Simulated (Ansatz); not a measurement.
Ti$_{4}$P$_{3}$:
```
CELL_PARAMETERS angstrom
     -3.64075     3.64075     3.64075
      3.64075    -3.64075     3.64075
      3.64075     3.64075    -3.64075
ATOMIC_POSITIONS crystal
  P  0.25000 0.62500 0.37500
  P  0.37500 0.25000 0.62500
  P  0.75000 0.87500 0.12500
  P  0.12500 0.75000 0.87500
  P  0.62500 0.37500 0.25000
  P  0.87500 0.12500 0.75000
  Ti 0.13903 0.13903 0.13903
  Ti 0.86097 0.50000 0.00000
  Ti 0.50000 0.00000 0.36097
  Ti 0.00000 0.86097 0.50000
  Ti 0.36097 0.50000 0.00000
  Ti 0.63903 0.63903 0.63903
  Ti 0.00000 0.36097 0.50000
  Ti 0.50000 0.00000 0.86097
```

Relaxed with LDA. Special points in fractions of this cell's reciprocal vectors: Γ (0.000, 0.000, 0.000); H (0.500, -0.500, 0.500); N (0.000, 0.000, 0.500); P (0.250, 0.250, 0.250).

Q: List the band energies nearest the Fermi level at these points for LDA (plane waves, PAW; program Ansatz).

A: In eV from the Fermi level; about four levels below and three above (degenerate sets whole), none deeper than 8.9 eV; points with the same levels are listed once.

```
k                                below                          above
-  -----------------------------------  -----------------------------
Γ  -0.74 -0.74 -0.74 -0.49 -0.15 -0.15                 0.19 0.19 0.19
H  -1.39 -1.39 -1.39 -1.39 -1.39 -1.39  0.87 0.87 0.87 0.87 0.87 0.87
N              -0.99 -0.99 -0.68 -0.68            0.18 0.18 0.29 0.29
P  -0.82 -0.82 -0.82 -0.82 -0.16 -0.16            0.22 0.22 0.22 0.22
```

Space group I-43d. The workflow started from an entry of the Crystallography Open Database (COD). Whether it is the stable phase at ambient conditions was not checked. Symmetry was held in the LDA relaxation; of distortions, only those at the zone centre were tested. The run is not spin-polarised.

Potentials: the later of the program's two PAW sets.
